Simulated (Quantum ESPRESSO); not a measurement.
# Moving one atom in Zr2WF2O6

Calculated results; nothing here was measured. They come from pw.x of Quantum ESPRESSO 7.5, a plane-wave density functional program, with PseudoDojo standard norm-conserving files (v0.5 for PBE, v0.4.1 for LDA and PBEsol). The cells are made up: elements, strain and atom displacements were drawn at random, and nothing was relaxed. There is no spin polarisation, spin-orbit coupling or dispersion term.

The cell has 12 sites of a rutile lattice (two cells along c). Sites 1 to 4 hold Zr Zr empty W; sites 5 to 12 hold F F O O O O O O. Cell vectors in Å: (4.876, 0.000, 0.000); (0.000, 4.876, 0.000); (0.000, 0.000, 6.508). Settings: PBE, cutoff 1143 eV, 5 x 5 x 4 k mesh shifted by half a step, Fermi-Dirac smearing of 0.025 eV.

Each run shifts the O atom on site 8 along y and leaves all else fixed. Site 2 is one of its nearest neighbours. E is the free energy of the cell above the lowest run shown. The last column is band 45 less band 44 at Gamma, from a band step after each run.

| run | shift (Å) | Fy on site 8 (eV/Å) | Fy on site 2 (eV/Å) | P (GPa) | E (meV) | level step at Gamma (eV) |
| --- | --- | --- | --- | --- | --- | --- |
| 1 | -0.0775 | 0.073 | -0.475 | -8.12 | 0.3 | 0.845 |
| 2 | -0.0692 | 0.003 | -0.472 | -8.14 | 0.0 | 0.843 |
| 3 | -0.0600 | -0.073 | -0.470 | -8.16 | 0.3 | 0.841 |
| 4 | -0.0418 | -0.219 | -0.468 | -8.20 | 3.0 | 0.838 |
| 5 | -0.0348 | -0.274 | -0.468 | -8.22 | 4.7 | 0.836 |
| 7 | 0.0359 | -0.818 | -0.493 | -8.29 | 43.4 | 0.822 |
| 6 | 0.0068 | ? | ? | ? | ? | ? |

A rerun of one of these cells at 1467 eV and k mesh 7 x 7 x 6 moved values by no more than 0.005 eV in the cell's energy, 0.02 GPa in stress and 0.004 eV/Å in force.

## Worked fit

A parabola through the six runs shown gives Fy on site 8 = -0.547 - 7.69 u + 3.9 u² eV/Å, with u in Å and a scatter of 0.002 eV/Å. Minus the slope, 7.69 ± 0.06 eV/Å², is this atom's force constant along y at u = 0, with its periodic images moving too. The fitted force vanishes at u = -0.069 Å, where the energy should be lowest along this line. The error is the larger of the fit's own and the change that a cubic makes, rounded up.

## Withheld run

Question: what Fy on site 8 should run 6 give?

The fit gives -0.599 eV/Å. The calculation gave -0.597 eV/Å.

| run | shift (Å) | Fy on site 8 (eV/Å) | Fy on site 2 (eV/Å) | P (GPa) | E (meV) | level step at Gamma (eV) |
| --- | --- | --- | --- | --- | --- | --- |
| 6 | 0.0068 | -0.597 | -0.477 | -8.27 | 22.8 | 0.828 |